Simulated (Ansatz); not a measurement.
Cu3Pd, DFT, PBEsol, all-electron PAW with datasets made for the crystal, scalar-relativistic (Ansatz 0.2.0), run on 1 thread of Arm Neoverse V2 on a shared host.

The geometry is COD entry 1524619, unchecked; take it as a test cell. It differs from other determinations. The listed cell was then made from it by scaling, straining or moving an atom.

Command: `ansatz run input.yaml --threads 1 --pin off --max-ram 4096MiB --backend cpu --events-out ev --progress --plain --runs-dir out`

```yaml
crystal:
  lattice:
    - [3.7343655393, 0.0, 0.0]
    - [0.0, 3.7343655393, 0.0]
    - [0.0, 0.0, 3.7343655393]
  atoms:
    - { symbol: Cu, position: [0.0, 0.5, 0.5] }
    - { symbol: Cu, position: [0.5, 0.0, 0.5] }
    - { symbol: Cu, position: [0.5, 0.5, 0.0] }
    - { symbol: Pd, position: [0.0, 0.0, 0.0] }
kpoints:
  mp_grid: { grid: [9, 9, 9] }
scf:
  occupations: { method: fermi_dirac, width: 0.05 }
hamiltonian:
  xc: pbesol
  pseudopotentials: { kind: all_electron, datasets: crystal }
output:
  forces: true
  stress: true
  eigenvalues: true
  efg: { contact_densities: true }
```

Problem. How large is the problem that the program sets up?

Solution. 35 irreducible k-points, 515 plane waves at Γ, 26 bands.

Problem. About how long does it take, and how much memory does it use?

Solution. 13 s of wall time for 11 SCF iterations, with a peak of 0.67 GiB. Times on shared machines scatter by tens of per cent.

Problem. And the same cell and mesh by frozen-core PAW, asked for forces, stress, eigenvalues, efg, on the same hardware?

Solution. 5 s, peak memory 0.4 GiB.
